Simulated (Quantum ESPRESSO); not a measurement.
# AlPSi2C4: convergence and cost over cutoff and k mesh

Simulated, not a measurement. The program is pw.x of Quantum ESPRESSO 7.5 (plane-wave density functional theory). The cell is made up: 8 atoms on a zincblende/diamond lattice, with randomly drawn elements, strain and displacements, not relaxed. PseudoDojo standard norm-conserving files (v0.5 for PBE, v0.4.1 for LDA and PBEsol) set the functional; there is no spin polarisation, spin-orbit coupling or dispersion term, and the masses in the input are unused placeholders.

Input of the run in row 2:

```
&control calculation='scf', pseudo_dir='./dojo.nc.sr.pbe.v0_5.standard.upf', outdir='./o', disk_io='low', tprnfor=.true., tstress=.true. /
&system ibrav=0, nat=8, ntyp=4, nbnd=22, ecutwfc=82.02448710, nosym=.true., tot_charge=0,
 occupations='smearing', smearing='fd', degauss=0.0018374661
/
&electrons conv_thr=7.350e-09, electron_maxstep=60, /
ATOMIC_SPECIES
Al 1.0 Al.upf
C 1.0 C.upf
P 1.0 P.upf
Si 1.0 Si.upf
CELL_PARAMETERS angstrom
4.3783 0.0 0.0
0.0 4.3783 0.0
0.0 0.0 4.3783
ATOMIC_POSITIONS angstrom
Al 0.0219 -0.0234 0.119
P -0.0938 2.2307 2.1596
Si 2.2165 -0.0111 2.1959
Si 2.1552 2.1827 0.1122
C 1.0023 1.1906 1.1938
C 1.085 3.2206 3.2955
C 3.2004 1.0084 3.3662
C 3.2399 3.1845 1.1586
K_POINTS automatic
4 4 4 1 1 1
```

The same cell was run at these settings. Meshes are shifted by half a step, and differences are from the last row, which is itself not exact.

```
cutoff (eV)     k mesh  k points solved  threshold (eV)  free energy less the last row's (eV)  pressure (GPa)  largest stress difference (GPa)  largest force difference (eV/Å)  iterations  wall time (s)  k-point pools                  processor
        781  2 x 2 x 2                4           1e-04                                 0.746            1.87                             2.39                            0.120           8              7              4  Intel Xeon, 2023 or later
       1116  4 x 4 x 4               32           1e-07                                 0.007            4.13                             0.06                            0.004          12             23              4  Intel Xeon, 2023 or later
       1347  6 x 6 x 6              108           1e-07                                 0.000            4.18                             0.00                            0.000          12             82              4  Intel Xeon, 2023 or later
```

Each pool is one process. Wall times include start-up and a band step at six k points, which weighs most on the coarsest meshes. The runs were on shared virtual cores whose load varied, so times are rough.